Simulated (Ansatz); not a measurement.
**Ti2Te2S: phonons across the zone**

Method: DFT PBE, scalar-relativistic, plane waves, PAW in Ansatz. Cutoff 420 eV, 12×12×4 k-points (Γ-centred), Gaussian smearing of 0.10 eV. No spin polarisation. Phonons by linear response, acoustic sum rule imposed.

Equilibrium structure at this level:
```
CELL_PARAMETERS angstrom
3.61742 0.00000 0.00000
-1.80871 3.13278 0.00000
0.00000 0.00000 10.21894
ATOMIC_POSITIONS crystal
Ti 0.66667 0.33333 0.87567
Ti 0.33333 0.66667 0.12433
Te 0.33333 0.66667 0.69275
Te 0.66667 0.33333 0.30725
S 0.00000 0.00000 0.00000
```

It was reached by relaxing an invented guess, and it needn't be the stable form of this composition. In a metal, frequencies and elastic constants depend on the k mesh and the smearing, soft modes and shear constants most. Spin–orbit coupling is left out, which matters for heavy elements. The q mesh is coarse, so values between its points are rough. No dispersion correction is applied, so modes and constants that involve weak contacts between layers, chains or molecules come out too soft.

Force constants from linear response on a 2×2×1 q mesh.

(1) Is the structure dynamically stable on this mesh?

(2) Give the frequencies (cm⁻¹; i marks imaginary ones) at the irreducible q points, in fractions of the reciprocal vectors.

Results:

(1) Yes, on this mesh: no mode is imaginary.

(2)
```tsv
q	star	frequencies
0.000 0.000 0.000	1	0 0 0 69 69 100 146 146 211 211 217 286 330 359 359
0.000 -0.500 0.000	3	56 90 91 99 107 112 156 158 173 187 200 231 343 368 371
```
